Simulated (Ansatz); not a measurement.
Ansatz (a program for electronic structure) input:

Ansatz 0.2 input:
```yaml
crystal:
  lattice:
    - [4.2218918279, 0.0, 0.0]
    - [-2.1109459139, 3.656265575, 0.0]
    - [0.0, 0.0, 6.814677382]
  atoms:
    - { symbol: Mg, position: [0.6666666667, 0.3333333333, 0.498188258] }
    - { symbol: Mg, position: [0.3333333333, 0.6666666667, 0.998188258] }
    - { symbol: Se, position: [0.6666666667, 0.3333333333, 0.876811742] }
    - { symbol: Se, position: [0.3333333333, 0.6666666667, 0.376811742] }
kpoints:
  mp_grid: { grid: [8, 8, 4] }
hamiltonian:
  xc: r2scan
  pseudopotentials: { kind: paw }
scf:
  occupations: { method: fixed }
checkpoint: { read: static.run }
output: { write_density: true, elf: true, volumetric_format: npy }
```

Output (shortened):

```
Pseudopotential: Mg, paw, valence charge 10
Pseudopotential: Se, paw, valence charge 16
Functional definition: r2SCAN
Crystal: 4 atoms, lattice volume = 105.194 Å³
Basis set: ecut = 500 eV, 2707 PW (Γ), exchange–correlation on 128×128×200 points (64 copies of the dense FFT grid, shifted against one another)
Bands: 32, of which v1, the nominal top of the filled ones, is band 26 counted from 1 (25 counted from 0)
Symmetry: 12 space group operations
Space group: P63mc (ITA 186), of the structure as read, at distance tolerance 4.7e-5 Å
k-points: 30 of 256 (time reversal used)
Stability of the state it starts from, as read at its close in the unpolarized treatment …
iter 1 solved again at ethr=2.89e-8 eV; its pass at ethr=3.10e-3 eV (dr2=1.50e-5 eV) is discarded
SCF iter   1: F=—  HF=-14814.957570 eV  |F-HF|=—  |Δ(HF+E_count)|=         —  Δρ=2.37e-7  dr2=6.13e-11  dr2_τ=2.53e-12  ethr=2.89e-8  ⟨swp⟩=3.6  Hψ=5865  notcnv=0  defer=119
preconditioner: auto → Resta (q_TF=auto, 2.426 Å⁻¹)
SCF iter   2: F=-14814.957570 eV  HF=-14814.957570 eV  |F-HF|=5.46e-12  |Δ(HF+E_count)|=   2.11e-8  Δρ=1.42e-7  dr2=2.28e-11  dr2_τ=3.37e-12  ethr=1.00e-12  ⟨swp⟩=9.1  Hψ=4614  notcnv=0
SCF 1 converged in 2 iterations: F = -14814.957570 eV  dr2 = 2.28e-11
SCF converged after 2 iterations
Free energy (F): -14814.957570 eV
Harris-Foulkes:  -14814.957570 eV  (|F-HF|=5.46e-12)
Internal energy: -14814.957570 eV  (E = F + TS)
E sigma→0 (E₀):  -14814.957570 eV
Fermi energy:    3.917742 eV
--- Per-component energies (eV) ---
  E_band       = -1601.865936
  E_kinetic    = 391.306363
  E_local      = -8837.632525  (includes V_loc(G=0)·N_el)
  E_nonlocal   = -1001.215112
  E_hartree    = 3897.208884
  E_xc         = -253.057498
  E_vxc        = -293.053245  (∫ρ·V_xc dr)
  E_paw        = -4441.728401  (= ΣΔE_a)
  E_vpaw       = 328.706766  (= ΣTr[D̂ρ^β])
  E_aug_tail   = -0.000415  (compensation charges beyond the density's cutoff)
  E_vtau       = 15.604267  (kinetic-family band-sum trace: ∫τ·v_τ [+ j·A + Jᵃ·Aᵃ] dr)
  E_ewald      = -4566.256909
  E_core_change = -3.581957  (= ΣΔE_core)
  E_smearing   =  0.000000  (= −TS)
  E_closure    = 0.000000  (closes the sum)
  Σ components = -14814.957570   (vs F -14814.957570, Δ=0.00e0)
  [band-id]    e_kinetic+e_local+e_nonlocal+2·e_hartree+e_vxc+e_vpaw+e_augmentation_tail+e_vtau = -1601.866133   (vs E_band -1601.865936, Δ=-1.98e-4)
--- Band table (eV; the first three rows and the last of 30) ---
  k-point 0: bands = ["-73.3153", "-73.3153", "-42.3240", "-42.3240", "-42.3238", "-42.3238", "-42.3234", "-42.3230", "-42.3183", "-42.3183", "-42.3182", "-42.3182", "-38.4182", "-38.4162", "-38.4142", "-38.4142", "-38.4138", "-38.4138", "-8.1547", "-7.5484", …
  k-point 1: bands = ["-73.3153", "-73.3153", "-42.3239", "-42.3239", "-42.3239", "-42.3239", "-42.3234", "-42.3231", "-42.3183", "-42.3183", "-42.3182", "-42.3182", "-38.4179", "-38.4165", "-38.4141", "-38.4141", "-38.4139", "-38.4139", "-8.0754", "-7.6483", …
  k-point 2: bands = ["-73.3153", "-73.3153", "-42.3239", "-42.3239", "-42.3239", "-42.3239", "-42.3232", "-42.3232", "-42.3182", "-42.3182", "-42.3182", "-42.3182", "-38.4172", "-38.4172", "-38.4140", "-38.4140", "-38.4140", "-38.4140", "-7.8720", "-7.8720", …
  k-point 29: bands = ["-73.3153", "-73.3153", "-42.3237", "-42.3237", "-42.3235", "-42.3235", "-42.3231", "-42.3231", "-42.3183", "-42.3183", "-42.3182", "-42.3182", "-38.4172", "-38.4172", "-38.4152", "-38.4152", "-38.4147", "-38.4147", "-7.4352", …
```

Cost: roughly 15 core-seconds on shared cores.

Space group P6_3mc (wurtzite). The workflow started from a Materials Project entry (that database holds measured and hypothetical structures alike); the Crystallography Open Database copy checked does not list it. COD files the formula under space group No. 225, so this cell is another polymorph or a model. Whether it is the stable phase at ambient conditions was not checked. The cell was relaxed with r²SCAN under the symmetry of its start; its stability against distortions is not shown here. Spin–orbit coupling is left out wherever it is not named.

Potentials: the later of the program's two PAW sets.

Ansatz is a plane-wave DFT program.
